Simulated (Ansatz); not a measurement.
Li₄MoO₅:
```xyz
10
Lattice="-3.2317 3.2317 2.1199 3.2317 -3.2317 2.1199 3.2317 3.2317 -2.1199" Properties=species:S:1:pos:R:3 pbc="T T T"
Li     3.8741     1.2098    -0.0201
Li     1.2098     2.5892    -0.0201
Li    -0.6424     2.0219     2.0997
Li     2.0219     0.6424     2.0997
Mo     0.0000     0.0000     4.0214
O      0.5706     4.6935     0.0711
O      1.4618     2.6611     2.1910
O      2.6611    -1.4618     2.1910
O      1.7699     0.5706     0.0711
O      0.0000     0.0000     2.2120
```

Relaxed with r²SCAN.

Problem. Map the electron localisation function on the plane through (0.182, 0.595, 0.787) spanned by u = [1, 1, 0] and v = [1, -1, 1] in lattice vectors, from the program Ansatz at the r²SCAN level (PAW).

Solution. x is the fraction of u, y of v (the angle between them is 102°; rows are the nearest grid lines); atoms in the plane: Li at (0.00, 0.00), Li at (0.41, 0.81), Mo at (0.56, 0.21), O at (0.53, 0.03), O at (0.72, 0.39), O at (0.13, 0.21).
```
|9990015787656887400899|
|2000002577887752000022|
|0000000245665310000000|
|8876300000000002577888|
|7887201999950036787667|
|8874001798400147887788|
|8751000000000036788888|
|1000145666531000122321|
|0036788888875100254100|
|0367874468873009999700|
|0467877788862007998100|
|0136777776310000000000|
|0000000000002567777520|
|1039999400367877788861|
|0059999101578753478860|
|0000000002578777777630|
|1356664210112223332001|
|7887777425777776410157|
|8753577336753577510378|
|8766775247766775201578|
|6777641012333222100246|
|0000001467777777520000|
|3410014688755677630013|
|9990015787656887400899|
```
Scale: ten equal steps from 0.010 (start of '0') to 0.999 (end of '9'), in the order '0123456789'; x runs from 0.000 to 1.00, y from 0.000 (bottom) to 1.00 (top).

The density is the valence pseudo-density with augmentation charge, so density and ELF within about 1 Å of a nucleus are not all-electron values.

Space group I4. The first step of the workflow began from a Materials Project structure, measured or hypothetical; the Crystallography Open Database copy checked does not list it. COD files the formula under space group No. 2, so this cell is another polymorph or a model. Whether it is the stable phase at ambient conditions was not checked. Symmetry was held in the r²SCAN relaxation; its stability against distortions is not shown here. No spin polarisation was allowed. No Hubbard U is applied.

Potentials: the later of the program's two PAW sets.
